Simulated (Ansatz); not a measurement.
## K4HgPb2: relaxation (Ansatz)

Launch command:

```bash
ansatz run input.yaml --threads 2 --pin off --max-ram 2560MiB --backend cpu --events-out ev --progress --plain --runs-dir out
```

Input:

```yaml
crystal:
  lattice:
    - [0.0, 6.283745, 0.0]
    - [6.283745, 0.0, 0.0]
    - [3.141873, 3.141873, -6.283248]
  atoms:
    - { symbol: Hg, position: [0.0, 0.0, 0.0] }
    - { symbol: Pb, position: [0.5, 0.5, 0.0] }
    - { symbol: K, position: [0.37, 0.39, 0.74] }
    - { symbol: K, position: [0.61, 0.11, 0.26] }
    - { symbol: K, position: [0.89, 0.87, 0.74] }
    - { symbol: K, position: [0.13, 0.63, 0.26] }
    - { symbol: Pb, position: [0.75, 0.25, 0.5] }
  symmetry: { tolerance: 0.0003 }
kpoints:
  mp_grid: { grid: [4, 4, 4], shift: [0, 0, 0] }
magnetization:
  spin_polarized: false
scf:
  occupations: { method: fermi_dirac, width: 0.0116 }
  lower_state_search: "off"
hamiltonian:
  pseudopotentials: { kind: paw }
  xc: r2scan
basis:
  ecutwfc: 500
  fft_grid_basis: typed
relax:
  max_steps: 80
  cell: { p_target: 0.0 }
  f_tol: 0.03
output:
  forces: true
  stress: true
  eigenvalues: true
  bader: true
  populations: true
  elf: true
  write_potential: true
  volumetric_format: npy
  dos:
    e_range: [-12, 8]
    de: 0.05
    projected: { site_lists: { Hg: [Hg], K: [K], Pb: [Pb] } }
checkpoint:
  read: saved_state
```

Origin of the cell: a known structure type with other elements, at an estimated volume, so it need not be a known compound.

The saved state is a converged single point of the same cell.

Steps («new basis» is an SCF on plane waves selected anew at the same cell):

```tsv
step	ΔF (meV/atom)	max force component (eV/Å)	P (GPa)	volume (Å³)	SCF iterations	step was
1	0.0	1.958	13.32	248.10	6	accepted
2	-466.8	0.928	6.24	279.54	8	accepted
3	-657.4	0.415	2.88	301.97	8	accepted
4	-726.9	0.064	0.96	334.01	8	accepted
5	-749.6	0.016	0.33	355.37	8	accepted
6	-770.6	0.052	-0.08	370.05	8	accepted
7	-791.8	0.065	-0.38	374.65	8	accepted
8	-814.2	0.066	-0.61	370.54	8	accepted
9	-840.9	0.063	-0.78	360.52	7	accepted
10	-872.2	0.047	-0.57	341.33	7	accepted
11	-903.3	0.060	-0.77	329.27	7	accepted
12	-934.4	0.087	-0.47	308.88	8	accepted
13	-959.4	0.114	-0.16	289.52	8	accepted
14	-984.9	0.139	0.00	271.84	8	accepted
15	-1001.5	0.150	0.20	254.42	7	accepted
16	-1009.2	0.104	-0.14	251.56	7	accepted
17	-1015.4	0.076	-0.08	251.25	7	accepted
18	-1019.3	0.041	-0.05	251.53	7	accepted
19	-1021.0	0.032	0.27	246.55	8	accepted
20	-1021.8	0.023	-0.03	249.64	7	accepted
21	-1021.8	0.018	-0.04	250.43	8	rejected
22	-1021.9	0.002	0.00	249.42	10	accepted
23	-1056.0	0.001	1.41	249.42	10	new basis
24	-1069.8	0.021	0.81	257.00	7	accepted
25	-1079.9	0.010	0.12	268.29	8	accepted
26	-1081.0	0.006	-0.01	270.46	9	accepted
27	-1081.2	0.004	-0.02	270.17	8	accepted
28	-1081.3	0.003	0.00	269.10	9	accepted
29	-1081.3	0.003	-0.01	268.88	11	accepted
30	-1081.8	0.003	-0.01	268.88	9	new basis
```

The starting structure.

Space group I-4 (No. 82); the run's cell has a = 6.284 Å, b = 6.284 Å, c = 7.696 Å, α = 65.90°, β = 65.90°, γ = 90.00°. Shortest distances: Hg–K 2.76 Å, K–Pb 2.76 Å.

After:

Space group I-4 (No. 82); the run's cell has a = 8.984 Å, b = 8.984 Å, c = 7.173 Å, α = 51.23°, β = 51.23°, γ = 90.00°. Shortest distances: Hg–Pb 3.33 Å, K–K 3.52 Å.

```xyz
7
Lattice="0.0000 8.9835 0.0000 8.9835 0.0000 0.0000 4.4918 4.4918 -3.3317" Properties=species:S:1:pos:R:3 pbc="T T T"
Hg    0.0000    0.0000    0.0000
Pb    4.4918    4.4918    0.0000
K     7.1350    6.3312   -1.6860
K     1.8394    6.3403   -1.6457
K    10.8321   11.6359   -1.6860
K     7.1441    2.6432   -1.6457
Pb    4.4918    8.9835   -1.6658
```

```yaml
Free_energy_lowered_by: 1081.8 meV/atom
Volume_change: 8.38 %
Final_pressure: -0.01 GPa
Relaxation_steps_listed: 30
```

Caveats: no spin-orbit coupling, though heavy elements are present; the k mesh is coarse if the cell is a metal; the relaxation held the start's symmetry, so the end may be a saddle point.

It ran for 29 min on 2 threads of Arm Neoverse N1, with other jobs on the host, peak memory 1.8 GiB, from a saved density.
